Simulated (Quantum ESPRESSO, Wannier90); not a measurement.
## Tight-binding from DFT: HgO (P3₁21)

```xyz
6
Lattice="3.6150 0.0000 0.0000 -1.8075 3.1307 0.0000 0.0000 0.0000 8.8354" Properties=species:S:1:pos:R:3 pbc="T T T"
Hg     0.4343     0.7522     4.4177
Hg    -0.8686     0.0000    -1.4726
Hg     0.4343    -0.7522     1.4726
O     -0.8303    -1.4382     0.0000
O      1.6607     0.0000     2.9451
O     -0.8303     1.4382    -2.9451
```

Materials Project entry mp-7826; symmetrised, unrelaxed at this level. Not found in the COD (Crystallography Open Database) copy used, which has the formula in other groups; not checked further. Computed values, not measurements, from PBEsol: Quantum ESPRESSO (norm-conserving PseudoDojo potentials, cutoff 68 Ry, no spin polarisation, no spin-orbit coupling) on a Γ-centred 6×6×4 mesh, then Wannier90. Density: 12×12×4 mesh, Gaussian smearing 0.01 Ry. The cell is built of weakly bound layers, chains or molecules. Database cells relaxed without dispersion often hold them too far apart, which can enlarge gaps and weakens couplings between them; spacing and stacking were not compared with the measured crystal. Spin-orbit coupling is left out although heavy elements are present.

A tight-binding model is made by disentanglement and projection with no localisation steps (num_iter = 0), so the 24 orbitals stay atom-like: hydrogen-like Hg: s;p; O: s;p, axes along x, y, z; frozen window up to 2.71 eV relative to the valence-band maximum. It follows pw.x to 2.2 meV rms for states up to 2.2 eV relative to the valence-band maximum. Matrix elements depend on this choice of orbitals and windows. Bands 16–30 (Hg 5d 86 %, O 2p 11 %) lie between the kept ones and are excluded.

Task: What are the on-site energies relative to the valence-band maximum, and how fast do the hoppings decay?

Result: 
```tsv
atom	orbitals	energy (eV)
Hg1	s	1.65
Hg1	pz	10.17
Hg1	px	9.66
Hg1	py	8.63
Hg2	s	1.65
Hg2	pz py	10.17
Hg2	px	8.12
Hg3	s	1.65
Hg3	pz	10.17
Hg3	px	9.66
Hg3	py	8.63
O4	s	-16.50
O4	pz	-0.44
O4	px	-0.71
O4	py	-0.78
O5	s	-16.50
O5	pz	-0.44
O5	px	-0.81
O5	py	-0.68
O6	s	-16.50
O6	pz	-0.44
O6	px	-0.71
O6	py	-0.78
```

```csv
distance of the centres (Å),largest modulus (eV)
1–2,1.7
2–3,1.3
3–4,1.4
4–5,0.23
5–6,0.15
6–7,0.12
7–8,0.064
8–9,0.022
```
